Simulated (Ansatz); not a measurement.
Sr: stationary points along a deformation path

Method: DFT r2SCAN, scalar-relativistic, plane waves, PAW (Ansatz). Settings: plane waves to 500 eV, k-mesh 16×16×16 (Γ-centred), Gaussian smearing 0.15 eV. No spin polarisation. Energies are free energies at this smearing, counted from the undisturbed cell; pressure is positive in compression.

The undisturbed cell (as given, not relaxed at this level; it stands at -0.2 GPa; this bcc form isn't the usual structure):

```
CELL_PARAMETERS angstrom
-2.42500 2.42500 2.42500
2.42500 -2.42500 2.42500
2.42500 2.42500 -2.42500
ATOMIC_POSITIONS crystal
Sr 0.00000 0.00000 0.00000
```

At fixed volume and fractional coordinates, lengths along (0.000, 0.000, 1.000) are scaled against those across it; ρ is that ratio over its starting value. V = 57.042 Å³/atom. Δσ is the stress along the axis less the mean stress across it (compression positive).

```
    ρ  ΔE (meV/atom)  Δσ (GPa) space group
0.650          277.3      8.21       I4/mmm
0.707          142.2      5.45       I4/mmm
0.780           49.1      2.73       I4/mmm
0.850           11.9      1.04       I4/mmm
0.920            1.3      0.21       I4/mmm
0.960            0.1      0.04       I4/mmm
1.000            0.0      0.00        Im-3m
1.050           -0.1      0.03       I4/mmm
1.100           -0.8      0.09       I4/mmm
1.200           -4.0      0.21       I4/mmm
1.300           -8.2      0.21       I4/mmm
1.414          -10.8      0.00        Fm-3m
1.500           -8.4     -0.37       I4/mmm
```

Task: How does the stress give the slope of the energy, and where is the energy stationary?

Result: Along the path d ln(length) is 2/3 d ln ρ on the axis and −1/3 d ln ρ across it, so dE/d ln ρ = −(2/3) V Δσ: the energy falls with ρ where Δσ is positive. Δσ vanishes or changes sign at ρ = 1.000 (Im-3m), a stationary point at 0.0 meV/atom; at ρ = 1.414 (Fm-3m), a minimum at -10.8 meV/atom. Pairs of stationary points between two samples would go unseen, and could change a minimum read from distant neighbours into a maximum. At ρ = 1.000, 1.414 the cell is cubic, where symmetry alone makes the stress isotropic and the slope zero.

Task: Which shear constant sets the curvature at ρ = 1?

Result: For a cubic crystal E/V = (2/3) C (ln ρ)² with C = C′ = (C11 − C12)/2, so Δσ = −2C ln ρ. The parabola of Δσ against ln ρ through ρ = 0.960, 1 and 1.050 gives C ≈ 0.1 GPa with the ions clamped, rough because the steps are large.

Task: Integrate that slope from ρ = 1 to 0.850 by the trapezoid rule.

Result: With V/N in Å³ and 1 eV/Å³ = 160.2 GPa the slopes at ρ = 1.000, 0.960, 0.920, 0.850 are 0, -10, -50, -247 meV/atom per unit of ln ρ. The steps add 0.2 + 1.3 + 11.7 = 13.2 meV/atom, against 11.9 from the energies; the trapezoid rule misses the curvature of the slope within each step.

Task: Is the start the lowest point of the path?

Result: No: ρ = 1.414 lies 10.8 meV/atom lower, with no sampled rise above the start on the way. Volume and inner coordinates are held, so a relaxed structure there would lie lower still.

In a metal these slopes depend on the k mesh and the smearing.